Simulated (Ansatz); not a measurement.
## Property card for AgW

AgW:
```cif
data_AgW
_chemical_formula_sum 'Ag1 W1'
_space_group_name_H-M_alt 'P4/mmm'
_space_group_IT_number 123
_space_group_name_Hall '-P 4 2'
_cell_length_a 2.66610
_cell_length_b 2.66610
_cell_length_c 4.55413
_cell_angle_alpha 90.000
_cell_angle_beta 90.000
_cell_angle_gamma 90.000
loop_
_atom_site_label
_atom_site_type_symbol
_atom_site_symmetry_multiplicity
_atom_site_Wyckoff_symbol
_atom_site_fract_x
_atom_site_fract_y
_atom_site_fract_z
_atom_site_occupancy
Ag1 Ag 1 a 0.00000 0.00000 0.00000 1
W1 W 1 d 0.50000 0.50000 0.50000 1
```

Space group P4/mmm (No. 123), L1₀ or tetragonal B2; conventional cell a = 2.6661 Å, b = 2.6661 Å, c = 4.5541 Å, α = 90.00°, β = 90.00°, γ = 90.00°.

Method: DFT-r²SCAN in the program Ansatz with PAW potentials. Structure relaxed to zero pressure with the same functional. Other levels are named where they apply.

**Cell and energy**

```
Item                                                         Result
-----------------------------------------------------  ------------
Volume per atom                                            16.19 Å³
Density                                                 14.96 g/cm³
Formation energy from the elements (no fitted shifts)  0.75 eV/atom
```

**Electronic structure**

```
Item                                                                        Result
------------------------------------  --------------------------------------------
Electronic character                                             metallic (no gap)
Density of states at the Fermi level  0.69 states/eV per atom (mean over ±0.08 eV)
Gap with spin–orbit coupling                                       none (metallic)
```

**Mechanics**

```
Item                                 Result
----------------------------------  -------
Bulk modulus (Birch–Murnaghan fit)  202 GPa
Pressure derivative B′                  5.2
```

**Charges**

```
Quantity                     Value
-------------  -------------------
Bader charges  Ag -0.28, W +0.28 e
```

The start of the workflow was typed in or built on a structure type; neither database checked (COD, Materials Project) lists it. Whether it is the stable phase at ambient conditions was not checked. Symmetry was held in the r²SCAN relaxation; whether a distortion lowers the energy is not shown. No spin polarisation was allowed. Its formation energy is positive at this level, so the cell may be metastable or incomplete. Axis ratios of metals converge slowly with the k-mesh, so a and c are less sure than the volume. The references are the lowest solids computed at this level, not always the standard phases. Spin–orbit coupling is left out wherever it is not named.

Potentials: the earlier of the program's two PAW sets.
